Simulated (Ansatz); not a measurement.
Generalised stacking fault of KBr (rock salt) on the {100} plane. The cell below holds the perfect crystal with the plane normal along z; tilting its third vector by the shift puts one fault into each cell, between planes 3.30 Å apart, at fixed cell height.

```yaml
crystal:
  lattice:
    - [4.67272, 0.00000, 0.00000]
    - [0.00000, 4.67272, 0.00000]
    - [2.33636, 2.33636, 9.91233]
  atoms:
    - { symbol: Br, position: [0.00000, 0.00000, 0.83333] }
    - { symbol: Br, position: [0.33333, 0.33333, 0.16667] }
    - { symbol: Br, position: [0.66667, 0.66667, 0.50000] }
    - { symbol: K, position: [0.50000, 0.50000, 0.83333] }
    - { symbol: K, position: [0.83333, 0.83333, 0.16667] }
    - { symbol: K, position: [0.16667, 0.16667, 0.50000] }
```

In-plane vectors a = (4.673, 0.000) Å, b = (0.000, 4.673) Å, area 21.83 Å². The shift is s times the vector a (length 4.673 Å), so s = 1 restores the start. The shift is rigid: no atom relaxes. γ = [E(shift) − E(0)] / area.

All values below come from r2SCAN (plane waves to 500 eV, PAW, scalar-relativistic; Ansatz, an electronic-structure program). k mesh 6×6×6 (Γ-centred), Fermi-Dirac smearing 0.05 eV. E is the zero-smearing estimate. Faults lie only 9.9 Å apart, and holding the cell height and the atoms raises γ above its relaxed value. KBr was relaxed with its symmetry unable to fall. γ is measured from zero shift.

```tsv
s	γ (mJ/m²)
0.000	0
0.083	11
0.167	45
0.250	withheld
0.333	153
0.417	198
0.500	215
0.583	198
0.667	153
0.750	withheld
0.833	45
0.917	11
```

Fit a Fourier form (three harmonics of 1 − cos and sin) to the given rows and predict γ at s = 0.250.

Least squares on the 10 given rows: γ = (107.7)·[1 − cos(2πs)] + (-5.7)·[1 − cos(4πs)], in mJ/m²; root-mean-square residual 0.3 mJ/m². At 0.250 the fit gives 96 mJ/m²; the calculation gives 96 mJ/m², the same to the digits shown. 

(The slope of γ gives the shear force per area between the displaced halves; near zero shift its curvature is an elastic stiffness.)
